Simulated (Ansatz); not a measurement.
Below is a relaxed structure of ZrTi3C2. The cell was found from a structure generator's guess, not taken from experiment.

Theory: DFT PBE, scalar-relativistic, plane waves, PAW (Ansatz 0.2.0). Cutoff 420 eV, Γ-centred mesh, Gaussian smearing, no spin polarisation.

```xyz
6
Lattice="4.3223 0.0000 0.0000 0.0000 4.3223 0.0000 0.0000 0.0000 4.4644" Properties=species:S:1:pos:R:3 pbc="T T T"
Zr    0.0000    0.0000    0.0000
Ti    0.0000    2.1611    2.2322
Ti    2.1611    0.0000    2.2322
Ti    2.1611    2.1611    0.0000
C     0.0000    0.0000    2.2322
C     2.1611    2.1611    2.2322
```

The zero of energy is the elements' standard structures at the same level; no fitted shifts are applied.

Task: What space group does it have?

Result: P4/mmm (No. 123). Conventional cell: a = 4.322 Å, c = 4.464 Å. Around Zr lie 2 C at 2.23 Å and 12 Ti at 3.06–3.11 Å; around Ti on a site of symmetry mmm lie 4 C at 2.16 Å, 8 Ti at 3.06–3.11 Å and 4 Zr at 3.11 Å; Ti on a site of symmetry 4/mmm has 2 C at 2.23 Å, 4 Zr at 3.06 Å and 8 Ti at 3.11 Å; C on its first site is surrounded by 4 Ti at 2.16 Å and 2 Zr at 2.23 Å; 1 more site not described.

Task: What is its formation energy per atom?

Result: −0.45 eV/atom. It lies below the elements, which doesn't yet make it stable against other compounds or structures.

Task: Is it a metal?

Result: Yes, bands cross the Fermi level on the 10×10×8 mesh.

The last run used a 10×10×8 mesh (in the run's order of axes) for its 6-atom cell and Gaussian smearing of 0.10 eV. The reference form of C is held partly by dispersion forces, which this level lacks. Symmetry constrained the relaxation, so the result can be a saddle point.
